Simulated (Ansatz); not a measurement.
BP:
```
BP
1.0
    0.00000     2.26821     2.26821
    2.26821     0.00000     2.26821
    2.26821     2.26821     0.00000
B P
1 1
Direct
  0.00000   0.00000   0.00000
  0.75000   0.75000   0.75000
```

x, y and z are the axes in which the lattice vectors are written.

Question: Give the high-frequency dielectric tensor and the Born effective charge tensors of the independent atoms from DFPT, plane-wave PAW r²SCAN (Ansatz code).

Answer: 
ε∞:
```
8.74  0.00  0.00
0.00  8.74  0.00
0.00  0.00  8.74
```
Z* of atom 1 (B), rows: field, columns: displacement, in e:
```
-0.46   0.00   0.00
 0.00  -0.46   0.00
 0.00   0.00  -0.46
```
Z* of atom 2 (P), rows: field, columns: displacement, in e:
```
0.46  0.00  0.00
0.00  0.46  0.00
0.00  0.00  0.46
```

Static charges for comparison (Bader): B1 +0.68, P2 -0.68 e. Born charges measure polarisation by displacement and can exceed these by far.

Space group F-43m (zinc blende). Symmetry was held in the r²SCAN relaxation; phonons on a q-mesh show no instability.

Potentials: the earlier of the program's two PAW sets.
